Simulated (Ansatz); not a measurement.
# TiAl: energy along a strain

TiAl, P4/mmm, a = 2.837 Å, c = 4.059 Å (as given, not relaxed at this level: -2.0 GPa). The structure is a COD entry; whether it is the stable form wasn't checked. Ansatz: r2SCAN, PAW, 500 eV, Γ-centred 16×16×12 mesh on 2 atoms, Gaussian smearing 0.15 eV; no spin polarisation. Cell vectors (Å): 2.837 0.000 0.000; 0.000 2.837 0.000; 0.000 0.000 4.059. The cell is strained by x per cent times the pattern (0 1 0 0 0 0) in the order xx yy zz yz xz xy (engineering shears), with fractional coordinates held. y is the free energy over the start, V0 = 16.338 Å³/atom.

| x (%) | y (meV/atom) |
| --- | --- |
| -6.00 | 28.45 |
| -4.50 | 12.50 |
| -3.00 | ? |
| -1.50 | -1.14 |
| 0.00 | 0.00 |
| 1.50 | 5.77 |
| 3.00 | 15.68 |
| 4.50 | 29.29 |
| 5.25 | 37.34 |
| 6.00 | 46.13 |

Task: Fit y = c1 x + c2 x² + c3 x³ to the other rows, get the stiffness along the pattern, and predict the missing energy.

Result: Least squares on the rows shown. y = 2.3568 x + 1.0347 x² − 0.024516 x³. The clamped-ion stiffness p·C·p = 2 × 10.35 eV × 160.2 / 16.338 Å³ = 203 GPa, which is C22 in these axes (second derivative at the start, which stands under stress). At x = -3.00 the fit asked for gives 2.90 meV/atom. The run gave 2.84 meV/atom, so the fit is 0.06 meV/atom too high, within twice the rms miss on the fitted rows (0.04 meV/atom).

Cost: 10 runs of about 5 core-minutes in all, on Arm Neoverse V2 (shared hosts).